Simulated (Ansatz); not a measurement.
A trial form of P

Computed with DFT PBE, scalar-relativistic, plane waves, PAW (Ansatz). Cutoff 420 eV, Gaussian smearing, Γ-centred meshes. In-plane cell and atoms relax first on a coarse mesh and then on a finer one. In metals the finer mesh still leaves noise of several meV/atom or more. The steps can't lower the symmetry of their start. No spin polarisation.

The cell of P is invented: random sheet by layer group and Wyckoff sites. Lengths were set from tabulated atomic sizes, so they are only a guess.

The sheet is periodic along a and b; c holds vacuum.

```xyz
3
Lattice="5.6729 0.0000 0.0000 -2.8364 4.9129 0.0000 0.0000 0.0000 14.0000" Properties=species:S:1:pos:R:3 pbc="T T F"
P     1.4358    2.4463    7.0000
P     2.8364    0.0203    7.0000
P     4.2371    2.4463    7.0000
```

Energies count from the standard state of P at the same level. The references include black phosphorus.

Question: Where does the relaxation end?

Answer: The symmetry stays p-6m2 (No. 78). The area per atom shrinks by 13.6 %, from 9.3 to 8.0 Å². The shortest distance goes from 2.80 Å (P–P) to 2.15 Å (P–P). The energy falls by about 1.0 eV/atom (the start's value is from the coarse mesh). The program sets the height of the box itself, so the height of the cell differs between start and end. In-plane cell: a = 5.273 Å, b = 5.273 Å, γ = 120.0°, thickness 0.00 Å between the outermost nuclei. P at height 0.00 Å has 2 P at 2.15 Å.

```cif
data_structure
_symmetry_space_group_name_H-M 'P 1'
_symmetry_Int_Tables_number 1
_cell_length_a 5.2726
_cell_length_b 5.2726
_cell_length_c 23.8000
_cell_angle_alpha 90.000
_cell_angle_beta 90.000
_cell_angle_gamma 120.000
_cell_volume 572.99
loop_
_atom_site_label
_atom_site_type_symbol
_atom_site_fract_x
_atom_site_fract_y
_atom_site_fract_z
_atom_site_occupancy
P1 P 0.53080 0.46920 0.29412 1
P2 P 0.53080 0.06160 0.29412 1
P3 P 0.93840 0.46920 0.29412 1
```

Question: How does it come out in energy, and is it a metal?

Answer:

- Energy over the standard state: +0.73 eV/atom
- Gap on the 12×12×1 mesh of the 3-atom cell: 0 eV (a metal)

It lies above the standard state, so it could only be metastable.

The last run used Gaussian smearing of 0.10 eV. No dispersion correction is applied, so the spacing and binding between layers, chains or molecules are poorly described. The reference form of P is held partly by dispersion forces, which this level lacks. Symmetry constrained the relaxation, so the result can be a saddle point.
